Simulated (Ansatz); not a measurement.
BaHfO3 (cubic perovskite)

```
BaHfO3
1.0
    8.41234     0.00000     0.00000
    0.00000     4.20617     0.00000
    0.00000     0.00000     4.20617
Ba Hf O
2 2 6
Cartesian
  0.00000   0.00000   0.00000
  4.20617   0.00000   0.00000
  2.10308   2.10308   2.10308
  6.30925   2.10308   2.10308
  0.00000   2.10308   2.10308
  4.20617   2.10308   2.10308
  2.10308   2.10308   0.00000
  6.30925   2.10308   0.00000
  2.10308   0.00000   2.10308
  6.30925   0.00000   2.10308
```

A phonon eigenvector at X = (0.5, 0.0, 0.0) is frozen into this cell: atom i moves by Q times the vector below, so Q is the largest atomic displacement, in Å. The cell is held. (q is in reciprocal vectors of the primitive cell; the cell shown is doubled to hold the pattern.)

```csv
atom,x,y,z
Ba1,0.023,0.000,0.000
Ba2,-0.023,0.000,0.000
O5,-1.000,0.000,0.000
O6,1.000,0.000,0.000
```

Atoms not listed stay in place.

All values below come from PBE (plane waves to 420 eV, PAW, scalar-relativistic; Ansatz, a first-principles code). k mesh 4×8×8 (Γ-centred), Fermi-Dirac smearing 0.05 eV. The energy includes the smearing's −TS. BaHfO3 is run without spin polarisation. BaHfO3 was relaxed with its symmetry unable to fall. Spin-orbit coupling is left out, though Hf is heavy. ΔE is measured from the undisplaced structure.

The scan covers Q from -0.180 to 0.180 Å in 13 points.

**Question.** Which space group does the distorted structure have?

**Answer.** P4/mmm (No. 123), lowered from Pm-3m.

**Question.** What harmonic wavenumber does the curvature at Q = 0 give?

**Answer.** 706 cm⁻¹.

(A displaced cell: forces are minus the slopes of the energy, force constants its curvatures, and phonons follow from these.)
